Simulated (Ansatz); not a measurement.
ZrTa:
```
ZrTa
1.0
    2.84889     0.00000     0.00000
    0.00000     2.84889     0.00000
    0.00000     0.00000     4.85653
Ta Zr
1 1
Direct
  0.00000   0.00000   0.00000
  0.50000   0.50000   0.50000
```

Relaxed with PBEsol. Special points in fractions of this cell's reciprocal vectors: Γ (0.000, 0.000, 0.000); X (0.000, 0.500, 0.000); M (0.500, 0.500, 0.000); Z (0.000, 0.000, 0.500); R (0.000, 0.500, 0.500); A (0.500, 0.500, 0.500).

Task: List the band energies nearest the Fermi level at these points for DFT-PBEsol in the program Ansatz with PAW potentials.

Result: In eV from the Fermi level; about four levels below and three above (degenerate sets whole), none deeper than 8.9 eV; points with the same levels are listed once.

```csv
k,below,above
Γ,-6.90 -3.69 -2.63 -0.50,1.58 1.74 1.90 1.90
X,-1.52 -1.41 -0.42 -0.22,2.29 2.93 3.88
M,-3.80 -3.75 -2.70 -2.70,4.57 4.57 4.89
Z,-3.87 -1.98 -1.42 -0.25,0.17 3.26 3.26
R,-4.17 -3.36 -0.67 -0.07,1.10 1.75 1.76
A,-0.67 -0.67 -0.42 -0.42,1.47 2.75 7.69
```

Space group P4/mmm (L1₀ or tetragonal B2). The start of the workflow was typed in or built on a structure type; neither database checked (COD, Materials Project) lists it. Its standing as an ambient phase is unchecked. The cell was relaxed with PBEsol under the symmetry of its start. At this level the phase is mechanically unstable. No spin polarisation was allowed. Its formation energy is positive at this level, so the cell may be metastable or incomplete. Spin–orbit coupling is left out wherever it is not named.

Potentials: the later of the program's two PAW sets.
